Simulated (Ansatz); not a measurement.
Co:
```
Co
1.0
    2.47006     0.00000     0.00000
   -1.23503     2.13913     0.00000
    0.00000     0.00000     3.99027
Co
2
Direct
  0.33333   0.66667   0.75000
  0.66667   0.33333   0.25000
```
Starting moments (μB, in the order of the atoms Co Co): 1.7 1.7.

Relaxed with PBE+D3(BJ). Special points in fractions of this cell's reciprocal vectors: Γ (0.000, 0.000, 0.000); M (0.500, 0.000, 0.000); K (0.333, 0.333, 0.000); A (0.000, 0.000, 0.500); L (0.500, 0.000, 0.500); H (0.333, 0.333, 0.500).

### Question
List the band energies nearest the Fermi level at these points for DFT-PBE+D3(BJ) in the program Ansatz with PAW potentials.

### Answer
In eV from the Fermi level; about four levels below and three above (degenerate sets whole), none deeper than 8.9 eV; … stands for higher levels left out; points with the same levels are listed once.

| k | below | above |
|---|---|---|
| Γ ↑ | -1.94 -1.94 -0.78 -0.78 -0.17 | … |
| M ↑ | -2.21 -0.64 -0.54 -0.48 | 1.36 3.42 … |
| K ↑ | -1.94 -0.88 -0.88 -0.76 | 4.56 … |
| A ↑ | -1.10 -1.10 -1.10 -1.10 | … |
| L ↑ | -1.05 -1.05 -0.54 -0.54 | 1.58 1.58 … |
| H ↑ | -1.90 -1.90 -0.72 -0.72 | 5.82 5.82 … |
| Γ ↓ | -0.63 -0.63 -0.23 -0.19 -0.19 | 1.10 1.10 … |
| M ↓ | -1.98 -1.19 -1.09 -0.65 | 1.24 1.38 1.42 |
| K ↓ | -2.80 -1.45 -1.45 -0.34 | 0.95 0.95 1.12 |
| A ↓ | -1.09 -1.09 -1.09 -1.09 | 0.75 0.75 0.75 0.75 |
| L ↓ | -2.50 -2.50 -0.07 -0.07 | 0.21 0.21 1.35 1.35 |
| H ↓ | -1.84 -1.84 -0.20 -0.20 | 1.13 1.13 6.47 6.47 |

Space group P6_3/mmc (hcp (Mg type)). Symmetry was held in the PBE+D3(BJ) relaxation. Magnetic state: ferromagnetic, chosen from 5 collinear starts compared on coarse meshes (ties went to the first, and starts can fall back to one state), not a proven ground state. Textbook magnetic order: ferromagnetic. The pairwise dispersion correction was not fitted to metals.

Potentials: the earlier of the program's two PAW sets.
